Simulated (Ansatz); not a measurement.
# Slab of hcp Ru (0001), 3 layers

The slab is cut from the hcp crystal, the stable phase, as relaxed on PAW files (13.77 Å³/atom), with 16 Å of vacuum and a dipole correction:

```xyz
3
Lattice="2.7207 0.0000 0.0000 -1.3604 2.3562 0.0000 0.0000 0.0000 20.2961" Properties=species:S:1:pos:R:3 pbc="T T T"
Ru    0.0000    0.0000    8.0000
Ru    0.0000    1.5708   10.1480
Ru    0.0000    0.0000   12.2961
```

Computed with Ansatz 0.2.0; functional PBE, scalar-relativistic. Settings: a Γ-centred 14×14×1 k mesh, Fermi–Dirac smearing of 0.08 eV, no spin polarisation. Methods: LAPW: all electrons, basis error target 1 meV/atom; PAW: frozen-core files, cutoff 420 eV.

The bulk energy comes from a cell in the slab's orientation on a 14×14×8 mesh. The surface energy is (E(slab) − N·E(bulk))/2A at zero smearing, the mean of both faces; thin slabs carry quantum-size effects.

**Question.** As cut, the LAPW slab lies 2.105 eV above 3 atoms of bulk. What surface energy is that?

**Answer.** Over two faces of 6.41 Å² it is 164.2 meV/Å², and times 16.02 J/m² per eV/Å² that gives γ = 2.630 J/m².

**Question.** What do relaxation and the other method give, and what work function comes out?

**Answer.** 

| method | γ as cut (J/m²) | γ relaxed (J/m²) | Φ as cut (eV) | Φ relaxed (eV) |
| --- | --- | --- | --- | --- |
| LAPW | 2.630 | 2.535 | 4.99 | 4.96 |
| PAW | 2.627 | 2.532 | 4.99 | 4.96 |

**Question.** How do the spacings between the planes relax?

**Answer.** From the bottom face up: d12 -3.7 % of 2.148 Å, d23 -3.7 % of 2.148 Å.

**Question.** What changes if the vacuum is set to 9 Å?

**Answer.** LAPW then gives: no gap, work function 4.95 eV; PAW: no gap, work function 4.94 eV. The program warns that the vacuum is too thin.

**Question.** What changes if the images along the normal are cut off in place of the dipole correction?

**Answer.** LAPW then gives: no gap, work function 4.96 eV; PAW: no gap, work function 4.96 eV.

**Question.** A 3d core hole is made on one atom of each kind in every 1×1 cell (PAW hole dataset, neutral cell, valence without spin). What does it cost by layer?

**Answer.** layer 1 279.07 eV, layer 2 279.80 eV. Shifts between layers mean more than the absolute values, and a whole layer of holes screens otherwise than one hole.

**Question.** In the relaxed 1×1 cell, replace the outer, then the middle Ru by Rh, which changes a whole layer. What shift does this Z+1 picture give?

**Answer.** E(outer) − E(middle) = -0.62 eV by LAPW and -0.62 eV by PAW; a positive value puts the surface line at higher binding energy.
